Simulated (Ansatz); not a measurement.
Ti3AlC (anti-perovskite, Pm-3m), plane-wave PAW PBE (Ansatz code), all energies at zero smearing, with the estimated change up to a 700 eV cutoff added, with one set of potentials and settings (totals compare only within such a set). Cell of 5 atoms (3 Ti, 1 Al, 1 C): -8290.476 eV.

```csv
element,reference phase,E (eV/atom)
Ti,"P6/mmm, 3 atoms in the cell",-2499.6739
Al,"Fm-3m, 1 atoms in the cell",-537.5049
C,"P6_3/mmc, 4 atoms in the cell",-250.9479
```

Formation energy per atom, worked out: (-8290.476 − 3×(-2499.6739) − 1×(-537.5049) − 1×(-250.9479))/5 = -0.600 eV/atom (-58 kJ per mol of atoms), at 0 K, without zero-point energy or fitted corrections.

The workflow started from a Materials Project entry (that database holds measured and hypothetical structures alike); the Crystallography Open Database copy checked does not list it. Whether it is the stable phase at ambient conditions was not checked. The PBE relaxation kept the symmetry of its start; its stability against distortions is not shown here. The run is not spin-polarised. The references are the lowest solids computed at this level, not always the standard phases.

Potentials: the later of the program's two PAW sets.
